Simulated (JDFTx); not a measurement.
System: Ni(100) (Fm-3m bulk; lattice of mp-23, not re-optimised at this level), (1×1) cell of 5 atoms in 5 planes, area 6.04 Å² a face, 6.9 Å between the outermost planes in a cell 26.0 Å high; k mesh 10×10×1, Fermi width 0.004 Ha, spin-polarised from a ferromagnetic start.

Adsorbate: O on both faces at 1.00 monolayer, started bridge and relaxed in vacuum, keeping the symmetry of the start.

Computed with JDFTx (a modified build): PBE, GBRV ultrasoft potentials, plane waves to 20/100 Ha. The adsorption energy per O is [E(slab + 2 O) − E(slab)]/2 − (E(H2O) − E(H2)), with the gas molecules relaxed at the same level and slab energies taken as (E + F)/2, the usual estimate of zero smearing. In reaction energies these potentials put H₂ about 0.03 eV too high against large-basis PBE. Energies are static: no zero-point or thermal terms. Reconstruction of the substrate beyond this cell is outside the model.

Predict the adsorption energy and the geometry, and the change of the work function.

1.63 eV. O sits 1.25 Å above the highest substrate atom, bound to 2 Ni at 1.75 Å. The work function goes from 4.92 to 7.80 eV. In CANDLE, water, 1 M NaF, at zero charge, the adsorption energy is 1.63 eV and the potential of zero charge moves from 0.17 to 3.25 V vs SHE (4.44 V convention).
